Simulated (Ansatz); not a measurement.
input.yaml (Ansatz)

```yaml
crystal:
  lattice:
    - [5.0401747941, 0.0, 0.0]
    - [-2.520087397, 4.3649194112, 0.0]
    - [0.0, 0.0, 3.1544916211]
  atoms:
    - { symbol: Zr, position: [0.0, 0.0, 1.0], spin: 1.0 }
    - { symbol: Zr, position: [0.3333333333, 0.6666666667, 0.5], spin: 1.0 }
    - { symbol: Zr, position: [0.6666666667, 0.3333333333, 0.5], spin: 1.0 }
hamiltonian:
  xc: r2scan
  pseudopotentials:
    kind: paw
    azcp:
      Zr: "pseudopotentials/Zr.paw.azcp"
basis:
  ecutwfc: 500
  fft_grid_basis: typed
kpoints:
  mp_grid: { grid: [10, 10, 13], shift: [0, 0, 0] }
magnetization:
  spin_polarized: true
scf:
  occupations: { method: fermi_dirac, width: 0.05 }
```

and its output:

```
Engine: ansatz 0.2.0, aarch64-unknown-linux-gnu
Pseudopotentials: kind: paw
Pseudopotential: Zr, paw, valence charge 12, recommended cutoff 500 eV (meta_gga) 
Functional definition: r2SCAN
  parameter k0 = 0.174
  parameter k1 = 0.065
  parameter a1 = 4.9479
  exchange = r2scan_x(k0 = k0, k1 = k1, a1 = a1)
  correlation = r2scan_c
Crystal: 3 atoms, lattice volume = 69.399 Å³
Basis set: ecut = 500 eV, 1757 PW (Γ), exchange–correlation on 160×160×96 points (64 copies of the dense FFT grid, shifted against one another)
Bands: 24, of which v1, the nominal top of the filled ones, is band 18 counted from 1 (17 counted from 0)
Symmetry: 24 space group operations
Space group: P6/mmm (ITA 191), of the structure as read, at distance tolerance 4.1e-5 Å
Magnetic group: BNS 191.233 (UNI 1463), of the structure as read, at distance tolerance 4.1e-5 Å
k-points: 98 of 1300
Non-local potential: Zr, projectors of the file, l = 0: 3, l = 1: 2, l = 2: 2, l = 3: 2
PAW form: soft (Blöchl's): semilocal exchange-correlation on the pseudo side does not see the compensation charge
PAW frozen core: Zr, regenerated for the run's functional (the file was generated under x = pbe(κ = 0.804, μ = 0.2195149727645171), c = pbe(β = 0.06672455060314922))
PAW one-centre angular grid: Zr, 590 points (default); XC on 160 Gauss nodes
Initial density: superposition of atomic densities (chi_scale 0.1, normalization cell)
Starting moments: Σ|m| = 3 μB on 3 of 3 sites
Initial wavefunctions: pseudopotential atomic-orbital guess
Functional: x = r2scan, c = r2scan; τ floored in thin density (d = 2e-4 eV/Å³)
iter 1 solved again at ethr=2.71e-3 eV; its pass at ethr=3.10e-3 eV (dr2=9.76e-1 eV) is discarded
SCF iter   1: F=—  HF=-12584.511291 eV  |F-HF|=—  |Δ(HF+E_count)|=         —  Δρ=2.98e-2 (↑2.98e-2 ↓1.59e-2)  dr2=1.09e0  dr2_τ=2.51e-2  dr2_m=1.77e-1  M=1.318 μB ∫|m|=1.318 μB  β_m=0.54  ethr=2.71e-3  ⟨swp⟩=2.0  Hψ=24083  notcnv=0
Mixer restart at iter 1: flushing history
SCF iter   2: F=—  HF=-12584.707295 eV  |F-HF|=—  |Δ(HF+E_count)|=   1.96e-1  Δρ=2.02e-2 (↑2.02e-2 ↓1.17e-2)  dr2=5.89e-1  dr2_τ=2.94e-3  dr2_m=6.96e-2  M=1.025 μB ∫|m|=1.025 μB  β_m=1.00  ethr=2.71e-3  ⟨swp⟩=2.1  Hψ=6948  notcnv=0  κ⁻¹=1.0e0(r=1)
SCF iter   3: F=—  HF=-12584.973806 eV  |F-HF|=—  |Δ(HF+E_count)|=   2.67e-1  Δρ=5.50e-3 (↑4.61e-3 ↓5.50e-3)  dr2=7.75e-2  dr2_τ=1.92e-3  dr2_m=1.35e-3  M=0.438 μB ∫|m|=0.440 μB  β_m=0.30  ethr=1.64e-3  ⟨swp⟩=2.0  Hψ=8582  notcnv=0  defer=60  κ⁻¹=1.4e-1(r=2)
...
SCF iter  14: F=—  HF=-12585.116926 eV  |F-HF|=—  |Δ(HF+E_count)|=   2.08e-7  Δρ=3.45e-6 (↑3.45e-6 ↓3.44e-6)  dr2=2.12e-9  dr2_τ=1.41e-10  dr2_m=6.69e-9  M=0.000 μB ∫|m|=0.000 μB  β_m=0.37  ethr=6.80e-11  ⟨swp⟩=3.0  Hψ=9617  notcnv=0  defer=65  κ⁻¹=5.3e-6(r=8)
SCF iter  15: F=—  HF=-12585.116926 eV  |F-HF|=—  |Δ(HF+E_count)|=   7.29e-8  Δρ=2.03e-6 (↑2.03e-6 ↓1.99e-6)  dr2=5.34e-10  dr2_τ=8.25e-11  dr2_m=2.37e-9  M=0.000 μB ∫|m|=0.000 μB  β_m=1.00  ethr=5.89e-12  ⟨swp⟩=2.1  Hψ=8406  notcnv=0  defer=65  κ⁻¹=2.4e-5(r=8)
SCF iter  16: F=—  HF=-12585.116926 eV  |F-HF|=—  |Δ(HF+E_count)|=   2.97e-8  Δρ=2.38e-7 (↑2.38e-7 ↓2.00e-7)  dr2=3.31e-11  dr2_τ=2.06e-12  dr2_m=1.89e-11  M=-0.000 μB ∫|m|=0.000 μB  β_m=1.00  ethr=1.48e-12  ⟨swp⟩=3.1  Hψ=9961  notcnv=0  defer=65  κ⁻¹=4.8e-6(r=8)
SCF iter  17: F=-12585.116926 eV  HF=-12585.116926 eV  |F-HF|=6.37e-11  |Δ(HF+E_count)|=  7.75e-10  Δρ=1.58e-7 (↑1.58e-7 ↓1.34e-7)  dr2=7.95e-12  dr2_τ=1.04e-12  dr2_m=1.02e-11  M=-0.000 μB ∫|m|=0.000 μB  ethr=1.00e-12  ⟨swp⟩=1.2  Hψ=12078  notcnv=0
SCF 1 converged in 17 iterations: F = -12585.116926 eV  dr2 = 7.95e-12
WARN: the starting moments were not kept: the SCF closed with an absolute magnetisation of 1.7e-5 μB, where they sum to 3 μB in size (3 sites). That is at most 0.1 of that sum. Measured as dr2_m measures the in/out step, that magnetisation stands 2.2e-11 eV from none, at or under the dr2_threshold of 1.0e-7 eV: it is no larger than a step whose dr2_m would equal this threshold. The system may hold no moment; this SCF shows only that its start led to no more than that. To try another start: raise the starting moments (crystal.atoms[].spin, magnetization.per_species, magnetization.initial_magnetization, or on a non-collinear deck that types none of these the spinor_matrix: blocks that start its atoms; where the total moment is fixed, keep their sum and leave initial_magnetization as it is; typed ones take the place of any that the run laid by itself, positive ones on a crystal's lanthanoids without a Hubbard term where scf.initial_density.shell_occupations: [] is typed) or, if the notice of its spin-set hold's release reads "site moments contracting" or "site moments show no strong build", lengthen the hold (scf.mixing.spin_hold: { on: { confirm: 4 } }; for m-r²SCAN on two components see the key's manual first). Each may lead to a state that holds a moment. A second SCF, from the converged charge density, with the starting moments and any scf.initial_density.shell_occupations laid on it anew, would have followed, and was not run: the deck does not ask for one (magnetization.retry_lost_moments is false, the default). To let it run, set magnetization.retry_lost_moments: true and run the deck again, where that key's refused combinations let it; where memory then withholds it, that run's warning says so.
this state was not tested for a lower state beside it, because the mixer in use, unlike msr1, does not test its closes by its own steps (another_mixer; see scf.mixing.algorithm and scf.lower_state_search)
SCF converged after 17 iterations
Magnetization: -0.0000 μB (18.0000 up, 18.0000 down)
Absolute magnetization: 0.0000 μB (∫|ρ↑−ρ↓|, with the PAW one-centre terms)
Spin contamination: 0.0000 ħ² per cell (⟨S²⟩ above its minimum at these occupations)
Per-site moments (μB) at R_I (Å): [(-8.151062072348093e-6, 1.30122779370375), (7.987733634804745e-7, 1.2003528380806328), (7.987733634804753e-7, 1.2003528380806328)]
Free energy (F): -12585.116926 eV
Harris-Foulkes:  -12585.116926 eV  (|F-HF|=6.37e-11)
Internal energy: -12585.095358 eV  (E = F + TS)
E sigma→0 (E₀):  -12585.106142 eV
Entropy (-TS):   -0.021568 eV (-7.189 meV/atom)
Fermi energy:    14.040000 eV
--- Per-component energies (eV) ---
  E_band       = -317.221274
  E_kinetic    = 995.723393
  E_local      = -1874.146475  (includes V_loc(G=0)·N_el)
  E_nonlocal   = 240.145433
  E_hartree    = 579.232570
  E_xc         = -465.742566
  E_vxc        = -631.313042  (∫ρ·V_xc dr)
  E_paw        = -8913.226901  (= ΣΔE_a)
  E_vpaw       = -243.339782  (= ΣTr[D̂ρ^β])
  E_aug_tail   = 0.000028  (compensation charges beyond the density's cutoff)
  E_vtau       = 37.244025  (kinetic-family band-sum trace: ∫τ·v_τ [+ j·A + Jᵃ·Aᵃ] dr)
  E_ewald      = -3146.586615
  E_core_change = -0.494225  (= ΣΔE_core)
  E_smearing   = -0.021568  (= −TS)
  E_closure    = 0.000000  (closes the sum)
  Σ components = -12585.116926   (vs F -12585.116926, Δ=0.00e0)
```
